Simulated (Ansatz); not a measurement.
BaS$_{2}$, in the lowest among the structures calculated here: C2/c (No. 15), mS12; a = 9.3567 Å, b = 4.7839 Å, c = 9.0756 Å, α = γ = 90.00°, β = 118.30°; Ba 4e (0.000, 0.357, 0.250); S 8f (0.161, 0.147, 0.021). These are r2SCAN (plane waves to 500 eV, PAW, scalar-relativistic; Ansatz, a program for electronic structure) values and carry that method's errors. Element references, the lowest calculated here: Ba (Im-3m), S (Fddd).

### Question
What formation energy of this C2/c form of BaS2 from the elements does r2SCAN give?

### Answer
-1.67 eV/atom.

### Question
Is it stable against the other phases calculated?

### Answer
Too close to call: BaS2 → 0.5 BaS + 0.5 BaS3 (BaS Fm-3m, BaS3 P-42₁m) changes the energy by less than 0.02 eV/atom.

Hull of the energies calculated here, no anion corrections, zero temperature, no zero-point energy; an uncalculated phase could lie lower. Values are rounded to 0.01 eV/atom. The compounds carry no spin polarisation.
